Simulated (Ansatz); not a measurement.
NiS2, in the lowest of the structures calculated here: Pa-3 (No. 205), cP12; a = 5.519 Å, b = 5.519 Å, c = 5.519 Å, α = 90.00°, β = 90.00°, γ = 90.00°; Ni 4a (0.000, 0.000, 0.000); S 8c (0.390, 0.390, 0.390). The numbers are results of PBEsol (plane waves to 420 eV, PAW, scalar-relativistic; Ansatz, a first-principles code), not measurements. Element references, the lowest calculated here: Ni (Fm-3m, ferromagnetic), S (Fddd).

Total energies (eV/atom, σ → 0; comparable only within this code, potentials and settings):

```tsv
phase	E (eV/atom)
NiS2 (Pa-3)	-2525.290
Ni (Fm-3m)	-5804.974
S (Fddd)	-884.892
NiS (R3m)	-3345.403
```

Question: What is the formation energy of this Pa-3 form of NiS2 from the elements?

Answer: E_f = -2525.290 − [1 × (-5804.974) + 2 × (-884.892)] / 3 = -0.37 eV/atom (-1.1 eV per formula unit).

Question: Is it stable against the other phases calculated?

Answer: Yes: the most favourable decomposition, NiS2 → NiS + S (NiS R3m, S Fddd), costs 0.06 eV/atom.

Question: Over what range of chemical potentials is NiS2 stable among the phases calculated here? Give the corners of its window as Δμ = μ − μ(element).

Answer: 
```tsv
in equilibrium with	Δμ(Ni) (eV)	Δμ(S) (eV)
S	-1.11	0.00
NiS	-0.77	-0.17
```

At every corner Σ nΔμ equals the formation energy, about -1.1 eV per formula unit; the corners carry the error of several atoms' energies, a few 0.01 eV.

This is the hull of the energies calculated here, no anion corrections; phases that were not calculated are missing from it. Values are rounded to 0.01 eV/atom. The compounds carry no spin polarisation. A magnetic state may lie lower.
